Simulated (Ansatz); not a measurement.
According to DFT-r²SCAN in the program Ansatz with PAW potentials, SiSnGeC in the orthorhombic phase (Pmm2; C on 1a, Si on 1c, Ge on 1d, Sn on 1b) relaxes to a = 3.274 Å, b = 3.944 Å, c = 5.561 Å. Its formation energy from the elements is 46 kJ/mol of atoms, with no fitted shifts.

Electronic character: metallic (no gap).

An equation-of-state fit gives a bulk modulus of 97.5 GPa. Bader charges are C -2.06, Si +1.77, Ge -0.53, Sn +0.81 e.

The start of the workflow was typed in or built on a structure type; neither database checked (COD, Materials Project) lists it. Its standing as an ambient phase is unchecked. The cell keeps a stress of up to 0.2 GPa. The cell was relaxed with r²SCAN under the symmetry of its start; its stability against distortions is not shown here. Its formation energy is positive at this level, so the cell may be metastable or incomplete. The references are the lowest solids computed at this level, not always the standard phases. Spin–orbit coupling is left out wherever it is not named.

Potentials: the earlier of the program's two PAW sets.
